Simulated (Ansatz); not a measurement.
An Ansatz run on rutile TiO2 left the output below. The cell was relaxed with r2SCAN and then strained (isotropic +1.0 % on every length), with the atoms relaxed again with r2SCAN; k points keep the names of the unstrained zone.

The cell given to it:
```
Ti O
1.0
     4.64282    0.00000    0.00000
     0.00000    4.64282    0.00000
     0.00000    0.00000    2.98303
Ti O
2 4
Cartesian
  0.0000 0.0000 0.0000
  2.3214 2.3214 1.4915
  1.4198 1.4198 0.0000
  0.9016 3.7412 1.4915
  3.7412 0.9016 1.4915
  3.2231 3.2231 0.0000
```

Output, abridged:
```
Crystal: 6 atoms, lattice volume = 64.302 Å³
Basis set: ecut = 500 eV, 1623 PW (Γ)
Bands: 30, of which v1, the nominal top of the filled ones, is band 24 counted from 1 (23 counted from 0)
Symmetry: 16 space group operations
k-points: 54 of 128 (irreducible under 2 space group operations, time reversal used)
Free energy (F): -7292.537260 eV
Fermi energy:    8.354745 eV
--- Band table (eV; the first three rows and the last of 54) ---
  k-point 0: bands = […, 5.7950, 6.3476, 7.6199, 7.9055, 7.9055, 8.3547, 10.5381, 10.8721, 11.0580, 11.1324, …]
  k-point 1: bands = […, 6.0938, 6.0938, 7.0194, 7.6125, 7.6125, 8.2796, 10.8839, 10.9591, 10.9944, 11.3181, …]
  k-point 2: bands = […, 5.9028, 6.5552, 6.5552, 6.9028, 6.9028, 7.9200, 10.8613, 11.2003, 11.4616, 11.7342, …]
  k-point 53: bands = […, 5.6011, 5.6011, 7.1273, 7.1273, 7.6522, 7.6522, 11.1984, 11.1984, 11.8308, 11.8308, …]
--- Dielectric response (ions clamped): 3 representative field directions + reference, inside a basis on a mesh of 128 k-points ---
  ε∞ (high-frequency dielectric tensor):
        6.581502     0.000000     0.000000
        0.000000     6.581502     0.000000
        0.000000     0.000000     7.976855
  Born effective charges Z* (e; rows j = field, columns β = displacement):
    site 0:
         6.10190    0.95637    0.00000
         0.95637    6.10190    0.00000
         0.00000    0.00000    7.57616
    site 1:
         6.10190   -0.95637    0.00000
        -0.95637    6.10190    0.00000
         0.00000    0.00000    7.57616
    site 2:
        -3.05095   -1.71611    0.00000
        -1.71611   -3.05095    0.00000
         0.00000    0.00000   -3.78808
    site 3:
        -3.05095    1.71611    0.00000
         1.71611   -3.05095    0.00000
         0.00000    0.00000   -3.78808
    site 4:
        -3.05095    1.71611    0.00000
         1.71611   -3.05095    0.00000
         0.00000    0.00000   -3.78808
    site 5:
        -3.05095   -1.71611    0.00000
        -1.71611   -3.05095    0.00000
         0.00000    0.00000   -3.78808
  ε∞ is read to err by 2.5e-2, Z* by 6.1e-2 e
```

Q: Which of these blocks stood in the input: relax, gw, phonons, dielectric, magnetization (spin_orbit)?

A: dielectric. A response with clamped ions alone is the dielectric block.

Q: Which k mesh was typed?

A: 4×4×8, Γ-centred. The answer isn't unique; the calculation gave this one.

Q: How were the bands filled?

A: Fixed occupations.

Q: Which functional?

A: r2SCAN. The cutoff of 500 eV is the one that these potentials recommend for a meta-GGA. Close relatives of this functional can't be ruled out from these lines alone.

Wall time 21 s on 1 × NVIDIA H100 80GB HBM3 with 2 threads of AMD EPYC 7R13 Processor (Zen 3), on a shared host, load about 1.4 per core; peak host memory 2.1 GiB.

No spin polarisation and no zero-point or thermal motion.

For a response run the program warns that the ground state's bands aren't all converged, so ε∞ carries an extra error.
